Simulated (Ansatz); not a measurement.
TiSeS:
```
CELL_PARAMETERS angstrom
      3.47773     0.00000     0.00000
     -1.73887     3.01181     0.00000
      0.00000     0.00000     5.99169
ATOMIC_POSITIONS crystal
  Ti 0.33333 0.66667 0.98559
  Se 0.66667 0.33333 0.25086
  S  0.00000 0.00000 0.76355
```

Relaxed with r²SCAN+D4.

Q: Map the electron localisation function on the plane through (0.333, 0.667, 0.986) spanned by u = [0, 0, 1] and v = [1, -1, 0] in lattice vectors, from plane-wave PAW r²SCAN+D4 (Ansatz code).

A: x is the fraction of u, y of v (the angle between them is 90°; rows are the nearest grid lines); atoms in the plane: Ti at (0.00, 0.00), Se at (0.27, 0.33), S at (0.78, 0.67).
```
|0056300000000000000000000036500|
|0266300010000000000000000036620|
|6653101111000000001234554214676|
|3210011111000000002567887532333|
|0000011111000000025789999874210|
|3100011100000000268999988998863|
|5210000000000000379999755788875|
|5310000000000001489998300378875|
|5310000000000001589997100168875|
|5211111111100000379999644688875|
|4212334444331000158999888888864|
|3224566777665200026899999988753|
|2357788888888851001356777765322|
|2467887777899874000023444432212|
|3577876445799986200000111111113|
|4677763112589997400000000000024|
|3677774213689997300000000000013|
|3577876545799986200000000000013|
|1367888778899885100000000000001|
|0123688888888741000000011100000|
|3432357887776420000000111000133|
|6764224565543100000000010003566|
|0266300111000000000000000036620|
|0056300000000000000000000036500|
```
Scale: ten equal steps from 0.001 (start of '0') to 0.917 (end of '9'), in the order '0123456789'; x runs from 0.000 to 1.00, y from 0.000 (bottom) to 1.00 (top).

The density is the valence pseudo-density with augmentation charge, so density and ELF within about 1 Å of a nucleus are not all-electron values.

Space group P3m1. The workflow started from a Materials Project entry (that database holds measured and hypothetical structures alike); the Crystallography Open Database copy checked does not list it. Whether it is the stable phase at ambient conditions was not checked. The cell was relaxed with r²SCAN+D4 under the symmetry of its start; whether a distortion lowers the energy is not shown. No spin polarisation was allowed.

Potentials: the later of the program's two PAW sets.
